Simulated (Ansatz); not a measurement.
**How the vibrations of Cu change with volume**

All numbers below come from DFT LDA, scalar-relativistic, plane waves, PAW (Ansatz). Plane waves to 420 eV; Γ-centred k mesh 18×18×10; Fermi-Dirac smearing of 0.15 eV. No spin polarisation. Phonons by linear response, acoustic sum rule imposed.

The cell, relaxed at this level:
```cif
data_structure
_symmetry_space_group_name_H-M 'P6_3/mmc'
_symmetry_Int_Tables_number 194
_cell_length_a 2.4851
_cell_length_b 2.4851
_cell_length_c 4.0769
_cell_angle_alpha 90.000
_cell_angle_beta 90.000
_cell_angle_gamma 120.000
_cell_volume 21.80
loop_
_atom_site_label
_atom_site_type_symbol
_atom_site_symmetry_multiplicity
_atom_site_Wyckoff_symbol
_atom_site_fract_x
_atom_site_fract_y
_atom_site_fract_z
_atom_site_occupancy
Cu1 Cu 2 c 0.33333 0.66667 0.25000 1
```

In a metal, frequencies depend on the k mesh and the smearing, soft modes most.

Cells at 0.98 and 1.02 times the equilibrium volume were relaxed in shape and atoms; γ = −d ln ν / d ln V, modes matched by rank.

Problem. Give the optical frequencies at Γ (cm⁻¹) at the three volumes and the mode Grüneisen parameters.

Solution.
```csv
0.98 V,V,1.02 V,γ,degeneracy
119,114,110,1.82,2
284,271,258,2.39,1
```

Problem. What pressures hold the two strained cells, and what bulk modulus follows?

Solution. 3.98 GPa at 0.98 V and -3.53 GPa at 1.02 V, so B = −dP/d ln V ≈ 188 GPa.

This form isn't the element's structure at ambient conditions.

Cost: 6 runs of about 1.9 core-minutes in all, on AMD EPYC 9R45 (Zen 5) (shared hosts).